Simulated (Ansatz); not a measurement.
Y2CI2 in space group P-3m1 (No. 164; Y on 2d, C on 1a, I on 2d), r²SCAN (plane waves, PAW; program Ansatz), all energies at zero smearing, with the estimated change up to a 700 eV cutoff added, with one set of potentials and settings (totals compare only within such a set). Cell of 5 atoms (2 Y, 1 C, 2 I): -23033.159 eV.

```tsv
element	reference phase	E (eV/atom)
Y	P6_3/mmc, 2 atoms in the cell	-3859.7073
C	P6_3/mmc, 4 atoms in the cell	-251.6711
I	Cmce, 4 atoms in the cell	-7528.0245
```

Formation energy per atom, worked out: (-23033.159 − 2×(-3859.7073) − 1×(-251.6711) − 2×(-7528.0245))/5 = -1.205 eV/atom (-116 kJ per mol of atoms), at 0 K, without zero-point energy or fitted corrections.

The first step of the workflow began from a Materials Project structure, measured or hypothetical; the Crystallography Open Database copy checked does not list it. Its standing as an ambient phase is unchecked. The cell was relaxed with r²SCAN under the symmetry of its start; whether a distortion lowers the energy is not shown. No spin polarisation was allowed. A crystal of weakly bound layers computed without a dispersion correction: the cell and the soft elastic constants depend strongly on that. The references are the lowest solids computed at this level, not always the standard phases. Scalar-relativistic: spin–orbit coupling is off unless named, which matters more the heavier the elements.

Potentials: the later of the program's two PAW sets.
